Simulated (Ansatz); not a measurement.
YSiNi₄:
```
CELL_PARAMETERS angstrom
      2.51483    -4.05770     0.00000
      2.51483     4.05770     0.00000
      0.00000     0.00000     3.90999
ATOMIC_POSITIONS crystal
  Y  0.00000 0.00000 0.00000
  Si 0.50000 0.50000 0.50000
  Ni 0.34176 0.65824 0.00000
  Ni 0.65824 0.34176 0.00000
  Ni 0.50000 0.00000 0.50000
  Ni 0.00000 0.50000 0.50000
```

Relaxed with r²SCAN. Special points in fractions of this cell's reciprocal vectors: Γ (0.000, 0.000, 0.000); Y (-0.500, 0.500, 0.000); C0 (-0.346, 0.654, 0.000); Σ0 (0.346, 0.346, 0.000); Z (0.000, 0.000, 0.500); A0 (0.346, 0.346, 0.500); E0 (-0.346, 0.654, 0.500); T (-0.500, 0.500, 0.500); S (0.000, 0.500, 0.000); R (0.000, 0.500, 0.500).

Task: List the band energies nearest the Fermi level at these points for plane-wave PAW r²SCAN (Ansatz code).

Result: In eV from the Fermi level; about four levels below and three above (degenerate sets whole), none deeper than 8.9 eV; points with the same levels are listed once.

```tsv
k	below	above
Γ	-0.46 -0.35 -0.13 -0.12	0.20 0.89 1.72
Y	-1.17 -0.94 -0.79 -0.08	0.65 0.88 1.99
C0	-1.08 -0.89 -0.88 -0.72	1.16 1.90 1.93
Z	-0.63 -0.62 -0.30 -0.14	0.07 0.90 3.84
A0	-0.90 -0.78 -0.64 -0.24	0.02 0.48 2.49
T	-0.71 -0.68 -0.27 -0.16	0.67 0.76 1.20
S	-0.98 -0.97 -0.73 -0.47	1.26 2.28 3.18
R	-0.98 -0.95 -0.65 -0.61	0.70 1.02 1.75
```

Space group Cmmm. The first step of the workflow began from a Materials Project structure, measured or hypothetical; the Crystallography Open Database copy checked does not list it. Whether it is the stable phase at ambient conditions was not checked. Symmetry was held in the r²SCAN relaxation; its stability against distortions is not shown here. The run is not spin-polarised. Spin–orbit coupling is left out wherever it is not named.

Potentials: the later of the program's two PAW sets.
